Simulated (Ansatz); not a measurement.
Fe-57 Mössbauer parameters in Y6Fe16O

Cell: a structure deposited in the COD, its atoms then relaxed with PBE in this cell.

```cif
data_Y6Fe16O
_symmetry_space_group_name_H-M 'Im-3m'
_symmetry_Int_Tables_number 229
_cell_length_a 8.8832
_cell_length_b 8.8832
_cell_length_c 8.8832
_cell_angle_alpha 90.000
_cell_angle_beta 90.000
_cell_angle_gamma 90.000
loop_
_atom_site_label
_atom_site_type_symbol
_atom_site_symmetry_multiplicity
_atom_site_Wyckoff_symbol
_atom_site_fract_x
_atom_site_fract_y
_atom_site_fract_z
Y Y 12 e 0.2727 0.0000 0.0000
Fe7 Fe 24 h 0.5000 0.1651 0.1651
Fe19 Fe 8 c 0.2500 0.2500 0.2500
O O 2 a 0.0000 0.0000 0.0000
```

One atom of each set is listed; the run and its k-mesh use a cell of 23 atoms with edges of 7.69, 7.69, 7.69 Å.

Computed with Ansatz: DFT, PBE, plane waves and PAW, scalar-relativistic, collinear spin, 420 eV cutoff, Γ-centred 6×6×6 k-points, Fermi–Dirac smearing 0.05 eV. Start moments as typed (μB): 3 on each Fe, none on the rest.

Isomer shifts (against α-Fe) follow from the electron density at the nucleus, δ = α(ρ − ρ₀), with α = -0.366 mm s⁻¹ a₀³ and ρ₀ = 14904.00 a₀⁻³ from a line fitted to 10 measured compounds at this level of theory (rms miss 0.11 mm/s). ΔE_Q = ½eQV_zz(1 + η²/3)^½ with Q = 0.160 b for the 14.4 keV state. B_c is the Fermi-contact field along the atom's own moment; orbital and dipolar fields are not included.

Q: Where do the absorption lines lie when the magnetic splitting is averaged out (above the ordering temperature, with the gradients of this state)?

A: Fe7 (12 atoms a cell): δ = -0.19, |ΔE_Q| = 0.62 mm/s, a doublet at -0.50 and 0.12 mm/s; Fe19 (4 atoms a cell): δ = -0.30, |ΔE_Q| = 0.35 mm/s, a doublet at -0.48 and -0.12 mm/s. Sites whose lines lie closer than the usual line width (about 0.25 mm/s) merge into common lines in a spectrum.

Q: And the six lines of Fe7 from the contact field alone, leaving the quadrupole term aside?

A: With |B_c| = 22.8 T and nuclear moments 0.090604 and -0.15532 μN the lines lie at -3.86, -2.32, -0.77, 0.39, 1.94, 3.49 mm/s, in the ratio 3:2:1:1:2:3 for a powder.

The run finds no gap above 0.1 eV (a metal, or nearly one), so the gradients can move by 10 % or more with the k-mesh. Semilocal functionals can leave a metal where correlation in the d or f shell opens a gap in the real compound, and that would change the values at and beside Fe. With these PAW files V_zz is typically within 2 to 3 % of all-electron values, but misses above 10 % occur on Fe. All moments are parallel here, as the start or the cell imposes; many such compounds order antiparallel, where fields and spin densities carried over to other atoms largely cancel. The magnetic order is the one that the run reached from its start moments, not necessarily the measured one. Shifts outside the range of the fitted compounds (-0.1 to 1.5 mm/s for Fe) are extrapolations. Semilocal functionals underestimate the core's spin polarisation, so contact fields of ionic iron come out too small in magnitude.
